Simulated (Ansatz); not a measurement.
Input:

HfB:
```cif
data_B4Hf4
_chemical_formula_sum 'Hf4 B4'
_space_group_name_H-M_alt 'Fm-3m'
_space_group_IT_number 225
_space_group_name_Hall '-F 4 2 3'
_cell_length_a 4.82435
_cell_length_b 4.82435
_cell_length_c 4.82435
_cell_angle_alpha 90.000
_cell_angle_beta 90.000
_cell_angle_gamma 90.000
loop_
_atom_site_label
_atom_site_type_symbol
_atom_site_symmetry_multiplicity
_atom_site_Wyckoff_symbol
_atom_site_fract_x
_atom_site_fract_y
_atom_site_fract_z
_atom_site_occupancy
Hf1 Hf 4 b 0.50000 0.50000 0.50000 1
B1 B 4 a 0.00000 0.00000 0.00000 1
```
(The calculation used a cell of 2 atoms; values per cell refer to that cell.)

This is the r²SCAN-relaxed structure.

**Question.** All from plane-wave PAW r²SCAN (Ansatz code), unless another level is named. Predict the highest zone-centre frequency.

**Answer.** 455 cm⁻¹.

**Question.** What about the Young's modulus?

**Answer.** 235 GPa.

The workflow started from an entry of the Crystallography Open Database (COD). Its standing as an ambient phase is unchecked. Symmetry was held in the r²SCAN relaxation; of distortions, only those at the zone centre were tested. No spin polarisation was allowed. As this level gives no gap, phonon frequencies hold no LO–TO term and depend on the k-mesh and smearing (Fermi–Dirac, 0.1 eV here). Scalar-relativistic: spin–orbit coupling is off unless named, which matters more the heavier the elements.

Potentials: the later of the program's two PAW sets.
